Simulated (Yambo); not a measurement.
Yambo input for K2BrOH (space group P2_1/m, No. 11) (a = 6.832 Å, b = 4.317 Å, c = 8.593 Å, α = γ = 90.00°, β = 108.15°), on LDA (Quantum ESPRESSO, PseudoDojo norm-conserving, 84 Ry, without SOC) wavefunctions on a 4×4×2 mesh:

```
optics
chi
dipoles
kernel
FFTGvecs= 40 Ry
Chimod= "HARTREE"
NGsBlkXd= 3 Ry
% QpntsRXd
 1 | 1 |
%
% BndsRnXd
 1 | 173 |
%
GrFnTpXd= "R"
% EnRngeXd
 0.0 | 20.0 | eV
%
% DmRngeXd
 0.2 | 0.2 | eV
%
CGrdSpXd= 50
ETStpsXd= 161
% LongDrXd
 1.0 | 0.0 | 0.0 |
%
```

First lines of the file o-*.eps_q1_inv_rpa_dyson:

```
Absorption @ Q(1):   1.00000000     0.00000000     0.00000000    [q->0 direction]
#
# [ X ] Hartree size     :  153
# [GEN] GF Energies     : Slater exchange(X)+Perdew & Wang(C)
# [GEN] Green`s Function     : Retarded
#
# [GEN] Gauge     : Length
# [GEN] [r,Vnl] included     : yes
#
#    E[1] [eV]     Im(eps)     Re(eps)     Im(eps_o)     Re(eps_o)
#
     0.000000     -0.134588E-5     2.378676     -0.17582E-17     2.802672
     0.125000     0.985392E-3     2.378983     0.001352     2.803093
     0.250000     0.001977     2.379905     0.002711     2.804357
     0.375000     0.002977     2.381447     0.004082     2.806471
     0.500000     0.003992     2.383616     0.005472     2.809443
     0.625000     0.005026     2.386422     0.006887     2.813289
     0.750000     0.006084     2.389879     0.008336     2.818024
     0.875000     0.007173     2.394003     0.009824     2.823673
     1.000000     0.008298     2.398815     0.011362     2.830262
     1.125000     0.009468     2.404340     0.012958     2.837825
     1.250000     0.010689     2.410606     0.014623     2.846400
     1.375000     0.011971     2.417649     0.016369     2.856034
     1.500000     0.013325     2.425510     0.018209     2.866780
     1.625000     0.014764     2.434234     0.020160     2.878699
     1.750000     0.016303     2.443880     0.022242     2.891867
     1.875000     0.017960     2.454512     0.024476     2.906368
     2.000000     0.019759     2.466208     0.026894     2.922304
     2.125000     0.021729     2.479061     0.029530     2.939794
     2.250000     0.023912     2.493185     0.032434     2.958982
     2.375000     0.026360     2.508717     0.035670     2.980043
     2.500000     0.029154     2.525829     0.039331     3.003192
     2.625000     0.032412     2.544737     0.043555     3.028697
     2.750000     0.036335     2.565723     0.048568     3.056901
     2.875000     0.041282     2.589144     0.054772     3.088239
     3.000000     0.047980     2.615406     0.062967     3.123203
     3.125000     0.058013     2.644602     0.074882     3.161954
     3.250000     0.074172     2.674318     0.093522     3.201950
     3.375000     0.092659     2.695843     0.114661     3.234039
     3.500000     0.097235     2.719158     0.121324     3.269488
     3.625000     0.104544     2.760615     0.131754     3.325396
     3.750000     0.126735     2.807060     0.158844     3.387860
     3.875000     0.155303     2.848576     0.193860     3.446599
     4.000000     0.184697     2.899055     0.232096     3.516920
```
(The file goes on to the top of the energy range.) Convergence of the RPA response with its 4×4×2 mesh was not tested.

Geometry of the Materials Project entry, not relaxed at this level.

The structure is a Materials Project entry; no match was found in the copy of COD used, and its stability was not checked.
